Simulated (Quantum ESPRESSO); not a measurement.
# Planted mistakes on one cell of ZnGeAl6N8

Calculated results; nothing here was measured. They come from pw.x of Quantum ESPRESSO 7.5, a plane-wave density functional program, with PseudoDojo standard norm-conserving files (v0.5 for PBE, v0.4.1 for LDA and PBEsol). The cells are made up: elements, strain and atom displacements were drawn at random, and nothing was relaxed. There is no spin polarisation, spin-orbit coupling or dispersion term.

The cell has 16 sites of a zincblende or diamond lattice (two cubes along c). Sites 1 to 8 hold Zn Ge Al Al Al Al Al Al; sites 9 to 16 hold N N N N N N N N. Cell vectors in Å: (4.368, 0.068, -0.042); (0.068, 4.486, 0.028); (-0.083, 0.055, 8.707). Settings: PBE, cutoff 1143 eV, 5 x 5 x 3 k mesh shifted by half a step, Fermi-Dirac smearing of 0.025 eV.

The intended run has a self-consistency threshold of 1e-07 eV, a smearing term of 0.000 eV, a pressure of 8.43 GPa and 15 iterations. Each further run changes one thing: all lengths scaled by 0.9927; atoms of sites 1 and 3 exchanged; cutoff 855 eV; files of PBEsol; k mesh 1 x 1 x 1; one electron added; smearing 0.85 eV; threshold 0.5 eV. A coarse mesh keeps the shift, and a charged cell sits in a uniform background.

| run | change of free energy (eV) | smearing term -TS (eV) | change of P (GPa) | largest change of a force component (eV/Å) | iterations |
| --- | --- | --- | --- | --- | --- |
| A | 0.286 | 0.000 | 2.05 | 0.518 | 5 |
| B | -0.345 | 0.000 | -0.10 | 3.798 | 15 |
| C | 0.251 | 0.000 | 4.87 | 0.241 | 15 |
| D | 2.693 | 0.000 | 1.19 | 0.523 | 14 |
| E | 12.866 | 0.000 | -4.21 | 0.221 | 15 |
| F | 11.747 | -0.003 | 14.14 | 0.829 | 15 |
| G | 0.933 | 0.000 | -9.48 | 0.017 | 15 |
| H | -1.227 | -4.356 | 2.36 | 0.883 | 14 |

A rerun of the intended cell at 1437 eV and k mesh 7 x 7 x 5 moved values by no more than 0.005 eV in the cell's energy, 0.02 GPa in stress and 0.002 eV/Å in force.

Question: which change belongs to which run?

## Worked reading

Run A has the fewest iterations, as a run stopped early does. Run H has the largest smearing term, as wide smearing gives. Run G has a higher energy and the largest fall in pressure, as too small a basis gives. Run C changes the volume by a factor of 0.9783; minus its pressure change over the logarithm of that factor, 222 GPa, is a rough bulk modulus with clamped atoms. Energies from files of another functional, or of a charged cell, have another zero and say nothing on stability; the pressure of a charged cell rests on the program's zero of potential too.

## Key

```
run                            change
  A                  threshold 0.5 eV
  B  atoms of sites 1 and 3 exchanged
  C      all lengths scaled by 0.9927
  D                  k mesh 1 x 1 x 1
  E                   files of PBEsol
  F                one electron added
  G                     cutoff 855 eV
  H                  smearing 0.85 eV
```